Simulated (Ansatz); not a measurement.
HfN (rock salt), conventional cell a = 4.5255 Å, b = 4.5255 Å, c = 4.5255 Å, α = 90.00°, β = 90.00°, γ = 90.00°. The calculation uses the primitive cell of 2 atoms, to which meshes and values per cell refer.

Two coordinates are scanned: the volume, and the ratio of the stretch along z (the conventional c axis) to the stretch across it. Atoms keep their fractional coordinates.

Computed with r2SCAN (plane waves to 500 eV, PAW, scalar-relativistic; Ansatz, an electronic-structure program). k mesh 18×18×18 (Γ-centred), Fermi-Dirac smearing 0.05 eV. Energies are smeared free energies. With partly filled bands, the response to shear is sensitive to the k mesh, so small differences along c/a are uncertain. HfN is run without spin polarisation. HfN was relaxed with its symmetry unable to fall. Spin-orbit coupling is left out, though Hf is heavy. ΔE is measured from the relaxed starting cell.

### Question
Estimate the ΔE (eV/atom) for all points of the grid V/V₀ = 0.960, 0.973, 0.987, 1.000, 1.013, 1.027, 1.040 by (c/a)/(c/a)₀ = 0.960, 0.973, 0.987, 1.000, 1.013, 1.027, 1.040.

### Answer
ΔE (eV/atom), with V/V₀ across and (c/a)/(c/a)₀ down:

| (c/a)/(c/a)₀ \ V/V₀ | 0.960 | 0.973 | 0.987 | 1.000 | 1.013 | 1.027 | 1.040 |
|---|---|---|---|---|---|---|---|
| 0.960 | 0.041 | 0.030 | 0.023 | 0.020 | 0.021 | 0.025 | 0.032 |
| 0.973 | 0.027 | 0.017 | 0.011 | 0.009 | 0.010 | 0.015 | 0.023 |
| 0.987 | 0.020 | 0.010 | 0.004 | 0.002 | 0.004 | 0.009 | 0.017 |
| 1.000 | 0.018 | 0.008 | 0.002 | 0.000 | 0.002 | 0.007 | 0.015 |
| 1.013 | 0.020 | 0.010 | 0.004 | 0.002 | 0.004 | 0.009 | 0.017 |
| 1.027 | 0.027 | 0.016 | 0.010 | 0.008 | 0.009 | 0.014 | 0.022 |
| 1.040 | 0.038 | 0.027 | 0.020 | 0.017 | 0.018 | 0.022 | 0.030 |

(A scan under strain: stresses follow from slopes of the energy per volume, elastic moduli from its curvatures.)
